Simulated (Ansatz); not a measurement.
SnC:
```
SnC
1.0
    0.00000     2.54384     2.54384
    2.54384     0.00000     2.54384
    2.54384     2.54384     0.00000
Sn C
1 1
Direct
  0.00000   0.00000   0.00000
  0.25000   0.25000   0.25000
```

PBE in the plane-wave PAW code Ansatz gives a gap of 0.62 eV without spin–orbit coupling, maximum at Γ, minimum at Γ.

Q: What happens when spin–orbit coupling is switched on?

A: The gap shrinks by 0.02 eV, to 0.60 eV; maximum at Γ, minimum at Γ.

Q: How large is the spin–orbit splitting of the valence top at Γ?

A: The fourfold level lies 0.06 eV above the split-off pair.

Q: Give the electron effective mass with spin–orbit coupling.

A: 0.062 mₑ (isotropic).

Space group F-43m (zinc blende). The start of the workflow was typed in or built on a structure type; neither database checked (COD, Materials Project) lists it. Its standing as an ambient phase is unchecked. Symmetry was held in the PBE relaxation; its stability against distortions is not shown here. Its formation energy is positive at this level, so the cell may be metastable or incomplete.

Potentials: the earlier of the program's two PAW sets.
